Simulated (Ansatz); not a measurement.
Relaxed-ion elastic tensor of ZnS (NiAs type, P6_3/mmc) in GPa (Voigt order), DFT-r²SCAN in the program Ansatz with PAW potentials; density 4.93 g/cm³, 16.41 Å³ per atom.

```
 142  87.7  58.1   0.0   0.0   0.0
87.7   142  58.1   0.0   0.0   0.0
58.1  58.1   188   0.0   0.0   0.0
 0.0   0.0   0.0   0.3   0.0   0.0
 0.0   0.0   0.0   0.0   0.3   0.0
 0.0   0.0   0.0   0.0   0.0  27.3
```

Task: Is the crystal mechanically stable?

Result: On the edge, within the error: the smallest eigenvalue of C is 0.3 GPa.

Task: Work out the Voigt and Reuss bounds. Is their mean of use?

Result: K_V = 97.7, K_R = 97.6; G_V = 23.5, G_R = 0.7 GPa. The bounds lie so far apart that a Hill average or a Debye temperature from it would say little.

The start of the workflow was typed in or built on a structure type; neither database checked (COD, Materials Project) lists it. It is not the phase usual at ambient conditions (space group No. 186, 216). The r²SCAN relaxation kept the symmetry of its start; whether a distortion lowers the energy is not shown.

Potentials: the earlier of the program's two PAW sets.
